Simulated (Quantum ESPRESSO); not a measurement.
## PSi2BC4 (input and log of a self-consistent run)

Simulated, not a measurement. The program is pw.x of Quantum ESPRESSO 7.5 (plane-wave density functional theory). The cell is made up: 8 atoms on a zincblende/diamond lattice, with randomly drawn elements, strain and displacements, not relaxed. PseudoDojo standard norm-conserving files (v0.5 for PBE, v0.4.1 for LDA and PBEsol) set the functional; there is no spin polarisation, spin-orbit coupling or dispersion term, and the masses in the input are unused placeholders.

Input:

```
&control calculation='scf', pseudo_dir='./dojo.nc.sr.pbe.v0_5.standard.upf', outdir='./o', disk_io='medium', tprnfor=.true., tstress=.true. /
&system ibrav=0, nat=8, ntyp=4, nbnd=22, ecutwfc=82.02448710, nosym=.true., tot_charge=0,
 occupations='smearing', smearing='fd', degauss=0.0018374661
/
&electrons conv_thr=7.350e-09, electron_maxstep=60, /
ATOMIC_SPECIES
B 1.0 B.upf
C 1.0 C.upf
P 1.0 P.upf
Si 1.0 Si.upf
CELL_PARAMETERS angstrom
4.3387 -0.0496 -0.0478
-0.0496 4.3379 -0.0582
-0.0478 -0.0582 4.3075
ATOMIC_POSITIONS angstrom
P 0.0019 0.0331 0.0264
Si -0.067 2.1693 2.1364
Si 2.1666 -0.0379 2.1353
B 2.1323 2.1425 -0.0711
C 1.0417 1.0587 1.0517
C 1.0263 3.199 3.1578
C 3.2107 0.9997 3.1771
C 3.2081 3.181 0.9997
K_POINTS automatic
4 4 4 1 1 1
```

The log is shortened where brackets say so; the opening notice, blank lines, dates and the lines on written files are dropped, and the path of the files is cut. It prints rydbergs, bohrs and kilobars, and counts compression as positive stress.

```
     Program PWSCF v.7.5
     Parallel version (MPI & OpenMP), running on       1 processor cores
     Number of MPI processes:                 1
     Threads/MPI process:                     1
     [start-up lines left out]
     bravais-lattice index     =            0
     lattice parameter (alat)  =       8.2000  a.u.
     unit-cell volume          =     546.8534 (a.u.)^3
     number of atoms/cell      =            8
     number of atomic types    =            4
     number of electrons       =        32.00
     number of Kohn-Sham states=           22
     kinetic-energy cutoff     =      82.0245  Ry
     charge density cutoff     =     328.0979  Ry
     scf convergence threshold =      7.3E-09
     mixing beta               =       0.7000
     number of iterations used =            8  plain     mixing
     Exchange-correlation= PBE
                           (   1   4   3   4   0   0   0)
     [axes and pseudopotential details left out]
   Cartesian axes
     site n.     atom                  positions (alat units)
         1        P      tau(   1) = (   0.0004379   0.0076281   0.0060840  )
         2        Si     tau(   2) = (  -0.0154405   0.4999255   0.4923435  )
         3        Si     tau(   3) = (   0.4993032  -0.0087342   0.4920900  )
         4        B      tau(   4) = (   0.4913986   0.4937493  -0.0163853  )
         5        C      tau(   5) = (   0.2400647   0.2439824   0.2423693  )
         6        C      tau(   6) = (   0.2365157   0.7372247   0.7277300  )
         7        C      tau(   7) = (   0.7399210   0.2303856   0.7321778  )
         8        C      tau(   8) = (   0.7393219   0.7330765   0.2303856  )
     number of k points=    32  Fermi-Dirac smearing, width (Ry)=  0.0018
                       cart. coord. in units 2pi/alat
        k(    1) = (   0.1279037   0.1282330   0.1290732), wk =   0.0625000
        k(    2) = (   0.1307182   0.1316451   0.3809931), wk =   0.0625000
     [further k points left out]
     Dense  grid:    54849 G-vectors     FFT dimensions: (  48,  48,  48)
     Estimated max dynamical RAM per process >      62.71 MB
     Initial potential from superposition of free atoms
     starting charge      31.9982, renormalised to      32.0000
     Starting wfcs are   32 randomized atomic wfcs
     total cpu time spent up to now is        5.2 secs
     per-process dynamical memory:    49.0 Mb
     Self-consistent Calculation
     iteration #  1     ecut=    82.02 Ry     beta= 0.70
     Davidson diagonalization with overlap
     ethr =  1.00E-02,  avg # of iterations =  3.4
     total cpu time spent up to now is       13.6 secs
     total energy              =     -84.31860475 Ry
     estimated scf accuracy    <       1.33516921 Ry
     iteration #  2     ecut=    82.02 Ry     beta= 0.70
     Davidson diagonalization with overlap
     ethr =  4.17E-03,  avg # of iterations =  2.0
     total cpu time spent up to now is       22.7 secs
     total energy              =     -84.70743402 Ry
     estimated scf accuracy    <       0.56938474 Ry
     iteration #  3     ecut=    82.02 Ry     beta= 0.70
     Davidson diagonalization with overlap
     ethr =  1.78E-03,  avg # of iterations =  2.0
     total cpu time spent up to now is       30.7 secs
     total energy              =     -84.78994939 Ry
     estimated scf accuracy    <       0.01958020 Ry
     iteration #  4     ecut=    82.02 Ry     beta= 0.70
     Davidson diagonalization with overlap
     ethr =  6.12E-05,  avg # of iterations =  9.5
     total cpu time spent up to now is       45.8 secs
     total energy              =     -84.80081702 Ry
     estimated scf accuracy    <       0.00600214 Ry
     iteration #  5     ecut=    82.02 Ry     beta= 0.70
     Davidson diagonalization with overlap
     ethr =  1.88E-05,  avg # of iterations =  3.0
     total cpu time spent up to now is       54.9 secs
     total energy              =     -84.80133557 Ry
     estimated scf accuracy    <       0.00130496 Ry
     iteration #  6     ecut=    82.02 Ry     beta= 0.70
     Davidson diagonalization with overlap
     ethr =  4.08E-06,  avg # of iterations =  6.3
     total cpu time spent up to now is       66.8 secs
     total energy              =     -84.80147608 Ry
     estimated scf accuracy    <       0.00011857 Ry
     iteration #  7     ecut=    82.02 Ry     beta= 0.70
     Davidson diagonalization with overlap
     ethr =  3.71E-07,  avg # of iterations =  3.2
     total cpu time spent up to now is       76.2 secs
     total energy              =     -84.80152359 Ry
     estimated scf accuracy    <       0.00000508 Ry
     iteration #  8     ecut=    82.02 Ry     beta= 0.70
     Davidson diagonalization with overlap
     ethr =  1.59E-08,  avg # of iterations =  3.9
     total cpu time spent up to now is       85.0 secs
     total energy              =     -84.80152457 Ry
     estimated scf accuracy    <       0.00000216 Ry
     iteration #  9     ecut=    82.02 Ry     beta= 0.70
     Davidson diagonalization with overlap
     ethr =  6.75E-09,  avg # of iterations =  2.0
     total cpu time spent up to now is       91.7 secs
     total energy              =     -84.80152477 Ry
     estimated scf accuracy    <       0.00000017 Ry
     iteration # 10     ecut=    82.02 Ry     beta= 0.70
     Davidson diagonalization with overlap
     ethr =  5.35E-10,  avg # of iterations =  3.8
     total cpu time spent up to now is      103.1 secs
     total energy              =     -84.80152487 Ry
     estimated scf accuracy    <       0.00000005 Ry
     iteration # 11     ecut=    82.02 Ry     beta= 0.70
     Davidson diagonalization with overlap
     ethr =  1.41E-10,  avg # of iterations =  1.8
     total cpu time spent up to now is      112.1 secs
     End of self-consistent calculation
     [lines on levels left out]
!    total energy              =     -84.80152487 Ry
     estimated scf accuracy    <          6.4E-09 Ry
     smearing contrib. (-TS)   =      -0.00000000 Ry
     internal energy E=F+TS    =     -84.80152487 Ry
     The total energy is F=E-TS. E is the sum of the following terms:
     one-electron contribution =      20.82605638 Ry
     hartree contribution      =       9.14658742 Ry
     xc contribution           =     -29.97774787 Ry
     ewald contribution        =     -84.79642079 Ry
     convergence has been achieved in  11 iterations
     Forces acting on atoms (cartesian axes, Ry/au):
     atom    1 type  3   force =    -0.00443798   -0.03881973   -0.03149857
     atom    2 type  4   force =     0.00820259   -0.03437642   -0.01428743
     atom    3 type  4   force =    -0.03600391   -0.02898528   -0.02650483
     atom    4 type  1   force =     0.00943378    0.01051480    0.01020374
     atom    5 type  2   force =     0.04269727    0.03944352   -0.04269014
     atom    6 type  2   force =     0.02719568    0.00240533    0.09526649
     atom    7 type  2   force =    -0.00558615    0.04794062    0.09037337
     atom    8 type  2   force =    -0.04150128    0.00187716   -0.08086262
     Total force =     0.202234     Total SCF correction =     0.000022
     Computing stress (Cartesian axis) and pressure
          total   stress  (Ry/bohr**3)                   (kbar)     P=     -129.15
  -0.00090347   0.00046717   0.00045857         -132.90       68.72       67.46
   0.00046717  -0.00090229   0.00049083           68.72     -132.73       72.20
   0.00045857   0.00049083  -0.00082812           67.46       72.20     -121.82
     init_run     :      4.92s CPU      5.08s WALL (       1 calls)
     electrons    :    100.78s CPU    106.93s WALL (       1 calls)
     forces       :      2.60s CPU      2.67s WALL (       1 calls)
     stress       :      6.39s CPU      6.45s WALL (       1 calls)
     [timing details left out]
     PWSCF        :   1m54.89s CPU   2m 1.48s WALL
     JOB DONE.
```

In other units: free energy -1153.784 eV for the cell, pressure -12.92 GPa, largest force component 2.449 eV/Å. A rerun of a related cell, with the same atoms placed differently, at 1347 eV and a 6 x 6 x 6 mesh moved values by no more than 0.006 eV in energy, 0.07 GPa in stress and 0.002 eV/Å in force.